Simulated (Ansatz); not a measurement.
Cl (Cmce) from a database structure, relaxed with r2SCAN+rVV10, was run in Ansatz 0.2.0 under altered settings. All numbers are computed, without spin polarisation but where a row says otherwise.

```yaml
crystal:
  lattice:
    - [3.12524, -2.00725, 0.00000]
    - [3.12524, 2.00725, 0.00000]
    - [0.00000, 0.00000, 8.14656]
  atoms:
    - { symbol: Cl, position: [0.87564, 0.12436, 0.60748] }
    - { symbol: Cl, position: [0.12436, 0.87564, 0.39252] }
    - { symbol: Cl, position: [0.62436, 0.37564, 0.10748] }
    - { symbol: Cl, position: [0.37564, 0.62436, 0.89252] }
```

The base run's other keys:
```yaml
kpoints:
  mp_grid: { grid: [6, 6, 2] }
hamiltonian:
  xc: pbesol
scf:
  occupations: { method: fixed }
  n_extra_bands: 5
```

It takes 6 iterations with 1987 plane waves at 420 eV and 26 k points, and leaves a mean stress of +0.13 GPa. The gap over this mesh is 2.132 eV. It ran on 4 threads of Arm Neoverse V2, on a shared host.

Outcomes, with energy and stress as changes against the base:
```
                          setting            outcome  ΔF (meV/atom)  Δ mean stress (GPa)  gap on the mesh (eV)  iterations  wall time
               basis.ecutwfc: 500          converged           -0.1                 0.00                 2.132           6     0.91 s
  kpoints.mp_grid.grid: [8, 8, 1]          converged            -30                -0.37                 2.137           6     0.66 s
 scf.occupations: fermi_dirac 0.5          converged            -62                +1.54                 2.188           6     0.74 s
       scf.occupations: cold 0.05          converged            0.0                 0.00                 2.132           6     0.73 s
                    accuracy: low          converged            0.0                 0.00                 2.132           6     0.72 s
             scf.n_extra_bands: 0          converged            0.0                 0.00                 2.132           6     0.65 s
        scf.occupations: cold 0.2          converged            0.0                 0.00                 2.132           6     0.72 s
             scf.mixing.beta: 1.0          converged            0.0                 0.00                 2.132           6     0.71 s
               basis.ecutwfc: 300  converged, warned          +11.3                +0.02                 2.132           6     0.49 s
scf.mixing.preconditioner: kerker          converged            0.0                 0.00                 2.132           6     0.71 s
               basis.ecutwfc: 350  converged, warned           +1.1                 0.00                 2.132           6     0.59 s
          scf.n_extra_bands: 5000            refused              –                    –                     –           –     0.06 s
  kpoints.mp_grid.grid: [1, 1, 1]          converged          +1771               +19.88                 2.108           7     0.25 s
```
A dash marks a value that wasn't obtained or can't be compared. Stress is positive in compression. The base took 0.97 s.

- kpoints.mp_grid.grid: [8, 8, 1]. The free energy moves by -30 meV an atom, the mean stress by -0.37 GPa and the gap on the mesh by +0.005 eV (to 2.137). The mesh is too coarse.
- scf.occupations: fermi_dirac 0.5. The free energy moves by -62 meV an atom, the mean stress by +1.54 GPa (single components by up to 3.6) and the gap on the mesh by +0.056 eV (to 2.188). The term −TS is -238 meV an atom. A width of 0.5 eV moves electrons across a gap of 2.13 eV: this is no longer the ground state.
- basis.ecutwfc: 300. 1219 plane waves in place of 1987. The free energy moves by +11.3 meV an atom, the mean stress by +0.02 GPa and the gap on the mesh by 0.000 eV (to 2.132). The basis is too small: these are errors of the cutoff. Warned: cutoff below recommended.
- basis.ecutwfc: 350. 1539 plane waves in place of 1987. The free energy moves by +1.1 meV an atom, the mean stress by 0.00 GPa and the gap on the mesh by 0.000 eV (to 2.132). The basis is too small: these are errors of the cutoff. Warned: cutoff below recommended.
- scf.n_extra_bands: 5000. The input is refused before any iteration. Error: inconsistent input (scf.n_extra_bands, basis.ecutwfc, kpoints): n_bands = 5014 exceeds the smallest per-k basis n_pw = 1982 (k-point 5, counted from 0 among those solved) — raise basis.ecutwfc or lower scf.n_extra_bands
- kpoints.mp_grid.grid: [1, 1, 1]. The free energy moves by +1771 meV an atom, the mean stress by +19.88 GPa and the gap on the mesh by -0.024 eV (to 2.108). The mesh is too coarse.

Within 1 meV an atom, 0.1 GPa and 0.005 eV of the base stay: basis.ecutwfc: 500; scf.occupations: cold 0.05; accuracy: low; scf.n_extra_bands: 0; scf.occupations: cold 0.2; scf.mixing.beta: 1.0; scf.mixing.preconditioner: kerker.
